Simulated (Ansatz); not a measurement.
Ta₂GeN:
```xyz
8
Lattice="3.2649 0.0000 0.0000 -1.6325 2.8275 0.0000 0.0000 0.0000 12.2525" Properties=species:S:1:pos:R:3 pbc="T T T"
Ge     0.0000     1.8850     9.1894
Ge     1.6325     0.9425     3.0631
Ta     0.0000     1.8850     1.1222
Ta     1.6325     0.9425     7.2484
Ta     1.6325     0.9425    11.1303
Ta     0.0000     1.8850     5.0041
N      0.0000     0.0000     0.0000
N      0.0000     0.0000     6.1262
```

Relaxed with PBE. Special points in fractions of this cell's reciprocal vectors: Γ (0.000, 0.000, 0.000); M (0.500, 0.000, 0.000); K (0.333, 0.333, 0.000); A (0.000, 0.000, 0.500); L (0.500, 0.000, 0.500); H (0.333, 0.333, 0.500).

Problem. List the band energies nearest the Fermi level at these points for PBE with spin–orbit coupling (plane waves, PAW; program Ansatz).

Solution. In eV from the Fermi level; about four levels below and three above (degenerate sets whole), none deeper than 8.9 eV; points with the same levels are listed once.

```
k                    below                above
-  -----------------------  -------------------
Γ  -0.40 -0.40 -0.11 -0.11  0.06 0.06 0.51 0.51
M  -0.62 -0.62 -0.20 -0.20  0.68 0.68 0.77 0.77
K  -0.74 -0.74 -0.04 -0.04  0.03 0.03 0.05 0.05
A  -0.56 -0.56 -0.56 -0.56  0.17 0.17 0.17 0.17
L  -0.42 -0.42 -0.42 -0.42  0.66 0.66 0.66 0.66
H  -1.02 -1.02 -0.93 -0.93  0.23 0.23 0.25 0.25
```

Space group P6_3/mmc. The start of the workflow was typed in or built on a structure type; neither database checked (COD, Materials Project) lists it. Whether it is the stable phase at ambient conditions was not checked. The PBE relaxation kept the symmetry of its start; its stability against distortions is not shown here. The run is not spin-polarised.

Potentials: the earlier of the program's two PAW sets.
